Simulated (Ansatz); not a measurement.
InAs (zinc blende)

```
CELL_PARAMETERS angstrom
      0.00000     3.04368     3.04368
      3.04368     0.00000     3.04368
      3.04368     3.04368     0.00000
ATOMIC_POSITIONS crystal
  As 0.75000 0.75000 0.75000
  In 0.00000 0.00000 0.00000
```

Equation-of-state scan: isotropic scaling of the cell above, V₀ being its volume. Symmetry pins the atoms to their sites.

All values below come from PBEsol (plane waves to 420 eV, PAW, scalar-relativistic; Ansatz, a program for electronic structure). k mesh 9×9×9 (Γ-centred), Fermi-Dirac smearing 0.05 eV. Energies are smeared free energies. Compression counts positive. At this level the bands of InAs touch or barely overlap; measurements give the solid a gap. InAs was relaxed with its symmetry unable to fall. The PAW data are Ansatz's earlier set. ΔE is measured from the relaxed starting cell. The last digit holds for this mesh only.

```
V (Å³/atom)  ΔE (meV/atom)
-----------  -------------
23.685            withheld
24.587               104.3
25.490                54.9
26.392                22.9
27.294                 5.4
28.197                 0.0
29.099                 4.7
30.001                17.7
30.903                37.7
31.806                63.5
32.708                94.0
```

Q: Fit a third-order Birch-Murnaghan form (E₀, V₀, B₀, B₀′ free) to the given rows and predict ΔE at V = 23.685.

A: Least squares on the 10 given rows: ΔE = E₀ + (9V₀B₀/16)·y²·[2 + (B₀′ − 4)y], y = (V₀/V)^(2/3) − 1, with V₀ = 28.202 Å³/atom, B₀ = 55.50 GPa (160.2 GPa = 1 eV/Å³; the term in eV is multiplied by 1000), B₀′ = 4.72, E₀ = 0.04 meV/atom; root-mean-square residual 0.04 meV/atom. At 23.685 the fit gives 174.9 meV/atom; the calculation gives 174.7 meV/atom, so the extrapolation is off by 0.2 (+0.1 %). For the pressure the fit gives 14.7 GPa against the computed 14.6 GPa.

(Under strain, the slope of the energy per volume gives the stress and its curvature an elastic modulus.)
